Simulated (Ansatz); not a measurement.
Relaxed Pd (fcc, Cu type):

```
Pd
1.0
    0.00000     3.94259     3.94259
    1.97130     1.97130     3.94259
    1.97130     1.97130     0.00000
Pd
2
Direct
  0.00000   0.00000   0.00000
  0.50000   0.00000   0.00000
```

A phonon eigenvector at X = (0.5, 0.5, 0.0) is frozen into this cell: atom i moves by Q times the vector below, so Q is the largest atomic displacement, in Å. The cell is held. (q is in reciprocal vectors of the primitive cell; the cell shown is doubled to hold the pattern.)

| atom | x | y | z |
|---|---|---|---|
| Pd1 | 0.000 | 0.000 | -1.000 |
| Pd2 | 0.000 | 0.000 | 1.000 |

These are PBE (plane waves to 420 eV, PAW, scalar-relativistic; Ansatz, an electronic-structure program) values and carry that method's errors. k mesh 20×20×20 (Γ-centred), Fermi-Dirac smearing 0.05 eV. The energy includes the smearing's −TS. With partly filled bands, energies and forces of such displacements shift with the k mesh and the smearing. Pd is run without spin polarisation. Pd was relaxed with its symmetry unable to fall. The PAW data are Ansatz's earlier set. The zero of ΔE is the undisplaced structure. The last digit holds for this mesh only.

```csv
Q (Å),ΔE (meV/cell)
-0.180,578.3
-0.150,396.0
-0.120,250.4
-0.090,139.6
-0.060,withheld
-0.030,15.3
0.000,0.0
0.030,15.3
0.060,withheld
0.090,139.6
0.120,250.4
0.150,396.0
0.180,578.3
```

Problem. Fit an even polynomial form (powers 2, 4) to the given rows and predict ΔE at Q = -0.060.

Solution. Least squares on the 11 given rows: ΔE = (17030)·Q² + (25380)·Q⁴, in meV/cell with Q in Å; root-mean-square residual 0.07 meV/cell. At -0.060 the fit gives 61.6 meV/cell; the calculation gives 61.6 meV/cell, the same to the digits shown. The quadratic term alone would give 61.3 meV/cell.

(A displaced cell: forces are minus the slopes of the energy, force constants its curvatures, and phonons follow from these.)
